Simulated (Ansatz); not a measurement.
Level: BLYP, no spin polarisation; 420 eV; 7×7×7 Γ-centred mesh; fermi-dirac occupations (width 0.1 eV); Ansatz 0.2.0, fixed geometry.

Computed maps in the lattice plane spanned by b (left to right, 6.09 Å, 18 points from zero) and c (bottom to top, 6.09 Å, 18 points from zero), 60° apart, at height 0.250 along a. The fields are smooth PAW ones with compensation charges, not the true ones near nuclei.

Valence density. Digits on a logarithmic scale: 0 up to 0.03 e/Å³, each further digit a factor of 1.6, 9 from 1.3 e/Å³ up:
```
455542100135554444
468975200146897544
469999520147999854
359999841036999974
347999963114799995
324799963102579985
212467753101246765
211124432100013443
223221111011110111
245653100123331000
358987410135664200
269999741147998521
258999973147999952
237999985226999974
214799996214799995
311478985312479985
311135654211245665
333222232222333444
```

ELF. Ten even steps from '0' (0.01) to '9' (0.88):
```
125640000025641111
158986200048987211
158899720048988821
048758850027976871
017978971004887884
103899972000589996
100378862000047885
000014531000002442
001000000000000000
047761000012210000
179999400036775200
189999940058998720
069968991048988960
019986996017975984
004999997003897896
100499997100378885
000016874000014552
001000110001100111
```

The cell is K$_{2}$NaGeF$_{6}$. Which atoms lie within 0.2 Å of this plane, and where (fractions of b and c)?

K at (0.25, 0.25), F at (0.77, 0.23), F at (0.77, 0.77), F at (0.23, 0.77). The whole cell:
```yaml
crystal:
  lattice:
    - [0.00000, 4.30653, 4.30653]
    - [4.30653, 0.00000, 4.30653]
    - [4.30653, 4.30653, 0.00000]
  atoms:
    - { symbol: K, position: [0.25000, 0.25000, 0.25000] }
    - { symbol: K, position: [0.75000, 0.75000, 0.75000] }
    - { symbol: Ge, position: [0.00000, 0.00000, 0.00000] }
    - { symbol: Na, position: [0.50000, 0.50000, 0.50000] }
    - { symbol: F, position: [0.77100, 0.22900, 0.22900] }
    - { symbol: F, position: [0.22900, 0.77100, 0.22900] }
    - { symbol: F, position: [0.22900, 0.77100, 0.77100] }
    - { symbol: F, position: [0.77100, 0.22900, 0.77100] }
    - { symbol: F, position: [0.22900, 0.22900, 0.77100] }
    - { symbol: F, position: [0.77100, 0.77100, 0.22900] }
```

Origin: a known structure type with other elements, at an estimated volume, so it need not be a known compound. Caveats: many states at the Fermi level without spin polarisation, so a magnetic state may lie lower.
